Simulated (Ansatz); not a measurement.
The elements of this relaxed trial crystal are hidden behind letters.

```
lattice vectors (Å)
   5.5362    0.0000    0.0000
  -2.7681    4.7945    0.0000
   0.0000    0.0000    6.1022
fractional positions
X 0.0000 0.0000 0.0000
Z 0.3333 0.6667 0.0000
Z 0.6667 0.3333 0.0000
Q 0.0000 0.0000 0.5000
```

The calculation used DFT PBE, scalar-relativistic, plane waves, PAW in Ansatz. Cutoff 420 eV, Γ-centred 12×12×8 mesh (4-atom cell), Gaussian smearing of 0.10 eV, no spin polarisation.

```
Space group                                : P6/mmm (No. 191)
Conventional cell                          : a = 5.536 Å, c = 6.102 Å
Volume per atom                            : 40.49 Å³
Density                                    : 5.17 g/cm³
Energy over the elements                   : +0.16 eV/atom
Gap on the 12×12×8 mesh of the 4-atom cell : 0 eV (a metal)
```

Energies are uncorrected and count from the elements' standard states at the same level.

Problem. X is a p-block element of period 5, Z is a p-block element of period 5 and Q is a p-block element of period 5. Which elements are they?

Solution. X = Sb, Z = Te, Q = I, so the formula is SbTe2I. Density times volume gives a mean mass of 5.17 × 40.49/1.6605 = 126.1 u per atom, and this set has 126.0 u. Sb is surrounded by 2 I at 3.05 Å and 6 Te at 3.20 Å; around Te lie 3 Sb at 3.20 Å and 3 Te at 3.20 Å; I is surrounded by 2 Sb at 3.05 Å. Swapping Sb and I leaves the mass as it is, so only the distances can place them.

Spin–orbit coupling, which can matter for I, Sb and Te, is left out. Symmetry constrained the relaxation, so the result can be a saddle point.
